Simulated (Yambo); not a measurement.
## Bethe-Salpeter results for NaYS₂ at +2 % isotropic strain

```xyz
4
Lattice="2.0076 1.1591 6.7145 -2.0076 1.1591 6.7145 0.0000 -2.3181 6.7145" Properties=species:S:1:pos:R:3 pbc="T T T"
Na     0.0000     0.0000     0.0000
S      0.0000     0.0000     4.8428
S      0.0000     0.0000    15.3006
Y      0.0000     0.0000    10.0717
```

The PBEsol cell relaxed from Materials Project entry mp-10226 was given an isotropic strain of +2 % on all lattice vectors, and the atoms were relaxed again.

BSE in Yambo on PBEsol (Quantum ESPRESSO, PseudoDojo norm-conserving, 88 Ry, no spin-orbit coupling) bands: 6×6×6 mesh, 6 valence and 7 conduction bands, static screening with 49 bands and a 4 Ry block, scissor 1.71 eV, Tamm-Dancoff; field along x.

```
state  energy (eV)  states within 2 meV  relative strength   class    main transitions
-----  -----------  -------------------  -----------------  ------  ------------------
1             4.28                    2               0.02    weak      VB → CB (78 %)
2             4.28                    1             < 0.01    dark  several band pairs
3             4.35                    2               1.00  strong  several band pairs
4             4.38                    1             < 0.01    dark      VB → CB (91 %)
5             4.40                    2             < 0.01    dark      VB → CB (91 %)
6             4.42                    1             < 0.01    dark      VB → CB (91 %)
7             4.52                    1             < 0.01    dark  several band pairs
8             4.53                    2             < 0.01    weak      VB → CB (83 %)
9             4.54                    1             < 0.01    dark      VB → CB (85 %)
10            4.55                    4               0.25  strong    VB−1 → CB (73 %)
```

These are vertical excitations (zero momentum); the indirect quasiparticle gap, about 3.96 eV, is smaller than the direct one (4.82 eV on the GW mesh). The direct quasiparticle gap on this mesh is 4.81 eV; counted from there, state 1 is bound by 0.53 eV. Convergence with the mesh was not shown.

Spin singlets only. Strengths are relative to the strongest of the lowest states of this run; strong means a line over 3 % of the spectrum's maximum, dark under 0.03 %. Absolute energies carry the error of the G0W0 scissor, whose convergence isn't established; the long-wavelength screening was taken along (1,1,1) although the crystal is anisotropic.
